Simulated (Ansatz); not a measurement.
Ag (hcp, Mg type)

```xyz
2
Lattice="2.9027 0.0000 0.0000 -1.4514 2.5138 0.0000 0.0000 0.0000 4.7501" Properties=species:S:1:pos:R:3 pbc="T T T"
Ag     0.0000     1.6759     1.1875
Ag     1.4514     0.8379     3.5626
```

This relaxed cell (volume V₀) is scaled evenly in all directions, its shape held. Symmetry pins the atoms to their sites.

Level of theory: r2SCAN (plane waves to 500 eV, PAW, scalar-relativistic; Ansatz, a program for electronic structure). k mesh 18×18×10 (Γ-centred), Fermi-Dirac smearing 0.05 eV. E stands for the smeared free energy. Ag was relaxed with its symmetry unable to fall. This is one of several known forms of Ag; the measured ambient cells at hand have space group No. 225. ΔE is measured from the relaxed starting cell.

Question: Give the computed ΔE (meV/atom) at V/V₀ = 0.920, 0.960, 0.980, 1.080, 1.100.

Answer: 
| V/V₀ | ΔE (meV/atom) |
|---|---|
| 0.920 | 43 |
| 0.960 | 10 |
| 0.980 | 2 |
| 1.080 | 30 |
| 1.100 | 45 |

(A scan under strain: stresses follow from slopes of the energy per volume, elastic moduli from its curvatures.)
